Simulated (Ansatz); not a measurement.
Input file for Ansatz (a quantum-chemistry and plane-wave program):

Ansatz 0.2 input:
```yaml
crystal:
  lattice:
    - [5.4640220734, 0.0, 0.0]
    - [0.0, 5.4640220734, 0.0]
    - [0.0, 0.0, 10.4875131343]
  atoms:
    - { symbol: Ga, position: [0.0, 0.5, 0.25] }
    - { symbol: Ga, position: [0.5, 0.0, 0.75] }
    - { symbol: Cu, position: [0.0, 0.0, 0.0] }
    - { symbol: Cu, position: [0.0, 0.0, 0.5] }
    - { symbol: Br, position: [0.2565527854, 0.2588332862, 0.1233103258] }
    - { symbol: Br, position: [0.2588332862, 0.7434472146, 0.8766896741] }
    - { symbol: Br, position: [0.7434472146, 0.7411667138, 0.1233103258] }
    - { symbol: Br, position: [0.7411667138, 0.2565527854, 0.8766896741] }
    - { symbol: Br, position: [0.2565527854, 0.7411667138, 0.3766896741] }
    - { symbol: Br, position: [0.2588332862, 0.2565527854, 0.6233103259] }
    - { symbol: Br, position: [0.7434472146, 0.2588332862, 0.3766896741] }
    - { symbol: Br, position: [0.7411667138, 0.7434472146, 0.6233103259] }
kpoints:
  mp_grid: { grid: [5, 5, 3] }
hamiltonian:
  xc: lda
  pseudopotentials: { kind: paw }
scf:
  occupations: { method: fixed }
elastic: { mode: relaxed_ion, stencil: two_point, amplitude: 0.005, f_tol: 0.0005 }
output: { polarization: {} }
```

Output (shortened):

```
Pseudopotential: Ga, paw, valence charge 13
Pseudopotential: Cu, paw, valence charge 19
Pseudopotential: Br, paw, valence charge 7
Functional definition: SPW92
Crystal: 12 atoms, lattice volume = 313.110 Å³
Basis set: ecut = 420 eV, 6127 PW (Γ)
Bands: 72, of which v1, the nominal top of the filled ones, is band 60 counted from 1 (59 counted from 0)
Symmetry: 8 space group operations
Space group: P-42c (ITA 112), of the structure as read, at distance tolerance 6.8e-5 Å
k-points: 12 of 75 (time reversal used)
SCF 1 converged in 14 iterations: F = -42083.521352 eV  dr2 = 5.88e-14
Crystal: 12 atoms, lattice volume = 311.545 Å³
Basis set: ecut = 420 eV, 6111 PW (Γ)
Symmetry: 4 space group operations
k-points: 18 of 75 (time reversal used)
SCF 2 converged in 15 iterations: F = -42083.519763 eV  dr2 = 5.70e-14
relax step   1: F+E_penalty+E_count = -42083.51976325 eV  Δ(F+E_penalty+E_count) = +0.000e0 eV  max|allowed force component| = 4.852e-2 eV/Å  Δτ_max = 0.0000 Å  (15 SCF iters, accepted)
Crystal: 12 atoms, lattice volume = 311.545 Å³
SCF 3 converged in 13 iterations: F = -42083.520651 eV  dr2 = 4.82e-15
relax step   2: F+E_penalty+E_count = -42083.52065107 eV  Δ(F+E_penalty+E_count) = -8.878e-4 eV  max|allowed force component| = 7.568e-3 eV/Å  Δτ_max = 0.0066 Å  (13 SCF iters, accepted)
Crystal: 12 atoms, lattice volume = 311.545 Å³
SCF 4 converged in 11 iterations: F = -42083.520680 eV  dr2 = 2.89e-14
relax step   3: F+E_penalty+E_count = -42083.52067994 eV  Δ(F+E_penalty+E_count) = -2.887e-5 eV  max|allowed force component| = 2.684e-3 eV/Å  Δτ_max = 0.0022 Å  (11 SCF iters, accepted)
Crystal: 12 atoms, lattice volume = 311.545 Å³
SCF 5 converged in 10 iterations: F = -42083.520682 eV  dr2 = 2.97e-14
relax step   4: F+E_penalty+E_count = -42083.52068243 eV  Δ(F+E_penalty+E_count) = -2.484e-6 eV  max|allowed force component| = 1.997e-3 eV/Å  Δτ_max = 0.0006 Å  (10 SCF iters, accepted)
Crystal: 12 atoms, lattice volume = 311.545 Å³
SCF 6 converged in 10 iterations: F = -42083.520684 eV  dr2 = 5.63e-14
relax step   5: F+E_penalty+E_count = -42083.52068361 eV  Δ(F+E_penalty+E_count) = -1.186e-6 eV  max|allowed force component| = 5.167e-5 eV/Å  Δτ_max = 0.0006 Å  (10 SCF iters, accepted)
Crystal: 12 atoms, lattice volume = 311.545 Å³
SCF 7 converged in 2 iterations: F = -42083.520684 eV  dr2 = 3.24e-14
Crystal: 12 atoms, lattice volume = 314.676 Å³
Basis set: ecut = 420 eV, 6139 PW (Γ)
SCF 8 converged in 16 iterations: F = -42083.519775 eV  dr2 = 9.02e-15
relax step   1: F+E_penalty+E_count = -42083.51977545 eV  Δ(F+E_penalty+E_count) = +0.000e0 eV  max|allowed force component| = 4.844e-2 eV/Å  Δτ_max = 0.0000 Å  (16 SCF iters, accepted)
Crystal: 12 atoms, lattice volume = 314.676 Å³
SCF 9 converged in 13 iterations: F = -42083.520676 eV  dr2 = 2.82e-15
relax step   2: F+E_penalty+E_count = -42083.52067572 eV  Δ(F+E_penalty+E_count) = -9.003e-4 eV  max|allowed force component| = 7.249e-3 eV/Å  Δτ_max = 0.0066 Å  (13 SCF iters, accepted)
Crystal: 12 atoms, lattice volume = 314.676 Å³
SCF 10 converged in 12 iterations: F = -42083.520704 eV  dr2 = 9.96e-15
[...]
Crystal: 12 atoms, lattice volume = 313.108 Å³
SCF 44 converged in 11 iterations: F = -42083.520948 eV  dr2 = 7.60e-14
relax step   2: F+E_penalty+E_count = -42083.52094796 eV  Δ(F+E_penalty+E_count) = -6.387e-4 eV  max|allowed force component| = 1.935e-2 eV/Å  Δτ_max = 0.0045 Å  (11 SCF iters, accepted)
Crystal: 12 atoms, lattice volume = 313.108 Å³
SCF 45 converged in 11 iterations: F = -42083.521062 eV  dr2 = 2.28e-14
relax step   3: F+E_penalty+E_count = -42083.52106161 eV  Δ(F+E_penalty+E_count) = -1.137e-4 eV  max|allowed force component| = 5.397e-3 eV/Å  Δτ_max = 0.0020 Å  (11 SCF iters, accepted)
Crystal: 12 atoms, lattice volume = 313.108 Å³
SCF 46 converged in 10 iterations: F = -42083.521073 eV  dr2 = 2.30e-14
relax step   4: F+E_penalty+E_count = -42083.52107285 eV  Δ(F+E_penalty+E_count) = -1.124e-5 eV  max|allowed force component| = 3.478e-3 eV/Å  Δτ_max = 0.0007 Å  (10 SCF iters, accepted)
Crystal: 12 atoms, lattice volume = 313.108 Å³
SCF 47 converged in 10 iterations: F = -42083.521086 eV  dr2 = 7.34e-14
relax step   5: F+E_penalty+E_count = -42083.52108574 eV  Δ(F+E_penalty+E_count) = -1.289e-5 eV  max|allowed force component| = 9.749e-4 eV/Å  Δτ_max = 0.0021 Å  (10 SCF iters, accepted)
Crystal: 12 atoms, lattice volume = 313.108 Å³
SCF 48 converged in 9 iterations: F = -42083.521086 eV  dr2 = 3.75e-14
relax step   6: F+E_penalty+E_count = -42083.52108613 eV  Δ(F+E_penalty+E_count) = -3.927e-7 eV  max|allowed force component| = 7.485e-5 eV/Å  Δτ_max = 0.0003 Å  (9 SCF iters, accepted)
Crystal: 12 atoms, lattice volume = 313.108 Å³
SCF 49 converged in 2 iterations: F = -42083.521086 eV  dr2 = 1.19e-14
SCF converged after 14 iterations
Free energy (F): -42083.521352 eV
Harris-Foulkes:  -42083.521352 eV  (|F-HF|=3.64e-11)
Internal energy: -42083.521352 eV  (E = F + TS)
E sigma→0 (E₀):  -42083.521352 eV
Fermi energy:    4.482331 eV
--- Per-component energies (eV) ---
  E_band       = -1441.815605
  E_kinetic    = 1905.441453
  E_local      = -20041.420792  (includes V_loc(G=0)·N_el)
  E_nonlocal   = 2249.319262
  E_hartree    = 8753.386269
  E_xc         = -2399.590103
  E_vxc        = -1179.773054  (∫ρ·V_xc dr)
  E_paw        = -24327.740349  (= ΣΔE_a)
  E_vpaw       = -1882.155192  (= ΣTr[D̂ρ^β])
  E_aug_tail   = 0.000150  (compensation charges beyond the density's cutoff)
  E_ewald      = -8228.925613
  E_core_change = 6.008370  (= ΣΔE_core)
  E_smearing   =  0.000000  (= −TS)
  E_closure    =  0.000000  (closes the sum)
  Σ components = -42083.521352   (vs F -42083.521352, Δ=0.00e0)
--- Forces (eV/Å), atoms counted from 1 ---
  atom   1  Ga     0.00000000     0.00000000     0.00000000
  atom   2  Ga     0.00000000     0.00000000     0.00000000
  atom   3  Cu     0.00000000     0.00000000     0.00000000
  atom   4  Cu     0.00000000     0.00000000     0.00000000
  atom   5  Br    -0.00020194     0.00000474     0.00047388
  atom   6  Br     0.00000474     0.00020194    -0.00047388
  atom   7  Br     0.00020194    -0.00000474     0.00047388
  atom   8  Br    -0.00000474    -0.00020194    -0.00047388
  atom   9  Br    -0.00020194    -0.00000474    -0.00047388
  atom  10  Br     0.00000474    -0.00020194     0.00047388
  atom  11  Br     0.00020194     0.00000474    -0.00047388
  atom  12  Br    -0.00000474     0.00020194     0.00047388
  max |Σ_I F_I| component: 4.11e-17 eV/Å
--- Stress (GPa, compression-positive) ---
        0.000073       0.000000       0.000000
        0.000000       0.000073       0.000000
        0.000000       0.000000      -0.000676
  P = ⅓ Tr σ = -0.0002 GPa (-0.002 kbar)
--- Band table (eV; the first three rows and the last of 12) ---
  k-point 0: bands = ["-105.4044", "-105.4044", "-63.2788", "-63.2788", "-63.2788", "-63.2788", "-63.2289", "-63.2289", "-11.3060", "-11.2969", "-11.1834", "-11.1834", "-11.1618", "-11.1565", "-11.1565", "-10.9531", "-10.6958", "-10.6889", "-10.6842", …
  k-point 1: bands = ["-105.4044", "-105.4044", "-63.2788", "-63.2788", "-63.2788", "-63.2788", "-63.2289", "-63.2289", "-11.3024", "-11.2982", "-11.1832", "-11.1832", "-11.1567", "-11.1567", "-11.1204", "-11.0181", "-10.6951", "-10.6922", "-10.6843", …
  k-point 2: bands = ["-105.4044", "-105.4044", "-63.2788", "-63.2788", "-63.2788", "-63.2788", "-63.2289", "-63.2289", "-11.2925", "-11.2846", "-11.1934", "-11.1904", "-11.1673", "-11.1579", "-11.1212", "-10.9166", "-10.6953", "-10.6883", "-10.6842", …
  k-point 11: bands = ["-105.4044", "-105.4044", "-63.2788", "-63.2788", "-63.2788", "-63.2788", "-63.2289", "-63.2289", "-11.2481", "-11.2429", "-11.2225", "-11.2190", "-11.2126", "-11.2034", "-10.8567", "-10.8395", "-10.6907", "-10.6899", "-10.6810", …
--- Elastic constants: 4 strain directions × 2 members + reference (group order 8) ---
  dense FFT box of the reference and of every strained cell: 40×40×72
  strains applied: 11, 33, 23, 12; error gains …
  C = ∂σ_k/∂η_j (tension-positive GPa; Voigt order 11 22 33 23 13 12):
        25.722     10.788     18.357      0.000      0.000      0.000
        10.788     25.722     18.357      0.000      0.000      0.000
        18.359     18.359     35.237      0.000      0.000      0.000
         0.000      0.000      0.000     16.207      0.000      0.000
         0.000      0.000      0.000      0.000     16.207      0.000
         0.000      0.000      0.000      0.000      0.000      9.709
  reference stress σ⁰ (GPa):      0.000      0.000      0.001      0.000      0.000      0.000
  moduli (Voigt/Reuss/Hill, GPa): K = 20.19/18.25/19.22   G = 11.04/8.96/10.00   E = 25.56   ν = 0.278
  mechanically stable: yes (min eigenvalue of sym C = 9.71 GPa)
  e, the proper piezoelectric tensor (elastic.mode: relaxed_ion; C/m²; rows x y z; Voigt order 11 22 33 23 13 12):
       0.00000    0.00000    0.00000    0.05510    0.00000    0.00000
       0.00000    0.00000    0.00000    0.00000    0.05510    0.00000
       0.00000    0.00000    0.00000    0.00000    0.00000    0.07507
  ±, each entry's uncertainty from the finite density of the strings (C/m²), an estimate: the size of the correction for it that the entry includes:
       0.00000    0.00000    0.00000    0.00129    0.00000    0.00000
       0.00000    0.00000    0.00000    0.00000    0.00129    0.00000
       0.00000    0.00000    0.00000    0.00000    0.00000    0.00129
  strain η (Voigt 11):  stress-route row diagonal C_11 = 25.72 GPa, energy-path curvature d²(F+E_count+ΔE)/dδ²/Ω₀ = 25.72 GPa
         δ    σ_11 (GPa)             F (eV)   n_scf  n_hpsi   n_pw
    -5.000e-3      -0.1322      -42083.5206836       2   10398   6111   relax 5 steps, max|allowed force component| 5.17e-5 eV/Å
     5.000e-3       0.1251      -42083.5207072       2   10385   6168   relax 5 steps, max|allowed force component| 4.37e-5 eV/Å
  strain η (Voigt 33):  stress-route row diagonal C_33 = 35.24 GPa, energy-path curvature d²(F+E_count+ΔE)/dδ²/Ω₀ = 35.25 GPa
         δ    σ_33 (GPa)             F (eV)   n_scf  n_hpsi   n_pw
    -5.000e-3      -0.1781      -42083.5204329       2    6905   6127   relax 3 steps, max|allowed force component| 1.73e-4 eV/Å
     5.000e-3       0.1743      -42083.5204316       2    6945   6161   relax 3 steps, max|allowed force component| 2.39e-4 eV/Å
  strain η (Voigt 23):  stress-route row diagonal C_44 = 16.21 GPa, energy-path curvature d²(F+E_count+ΔE)/dδ²/Ω₀ = 16.20 GPa
         δ    σ_23 (GPa)             F (eV)   n_scf  n_hpsi   n_pw
    -5.000e-3      -0.0810      -42083.5209365       2   13881   6140   relax 6 steps, max|allowed force component| 1.22e-4 eV/Å
     5.000e-3       0.0810      -42083.5209365       2   13865   6140   relax 6 steps, max|allowed force component| 1.22e-4 eV/Å
  strain η (Voigt 12):  stress-route row diagonal C_66 = 9.71 GPa, energy-path curvature d²(F+E_count+ΔE)/dδ²/Ω₀ = 9.69 GPa
         δ    σ_12 (GPa)             F (eV)   n_scf  n_hpsi   n_pw
    -5.000e-3      -0.0485      -42083.5210861       2   10410   6139   relax 6 steps, max|allowed force component| 7.48e-5 eV/Å
     5.000e-3       0.0485      -42083.5210861       2   10390   6139   relax 6 steps, max|allowed force component| 7.48e-5 eV/Å
--- Formal polarisation (Berry phase): one branch of a lattice of values; only differences between neighbouring runs are physical ---
  axis  mesh            electronic          ionic      p = total  spread (rad)  least overlap  resolved gap  δp at fixed H ≤   (phases in cycles; p mod 1 …
  b1    5×5×3           1.00000000    34.50000000    35.50000000      0.003342         0.9223        1.6566           3.5e-5
  b2    5×5×3           1.00000000    34.50000000    35.50000000      0.003342         0.9223        1.6566           3.5e-5
  b3    5×5×3          -1.00000000    50.50000000    49.50000000      0.028343         0.9265        1.6566           2.3e-5
  quantum along a1:   0.01745079 e/Å² =    27.959244 µC/cm²
  quantum along a2:   0.01745079 e/Å² =    27.959244 µC/cm²
  quantum along a3:   0.03349462 e/Å² =    53.664304 µC/cm²
  P = (  0.61950297,   0.61950297,   1.65798390) e/Å² = (  992.553177,   992.553177,  2656.383062) µC/cm²  (mod the quanta)
```

Cost: around 40 core-minutes (rough) on shared cores.

The first step of the workflow began from a Materials Project structure, measured or hypothetical; the Crystallography Open Database copy checked does not list it. Whether it is the stable phase at ambient conditions was not checked. The cell was relaxed with LDA under the symmetry of its start; phonons on a q-mesh show no instability. No spin polarisation was allowed. Spin–orbit coupling is left out wherever it is not named.

Potentials: the later of the program's two PAW sets.

Ansatz is a plane-wave DFT program.
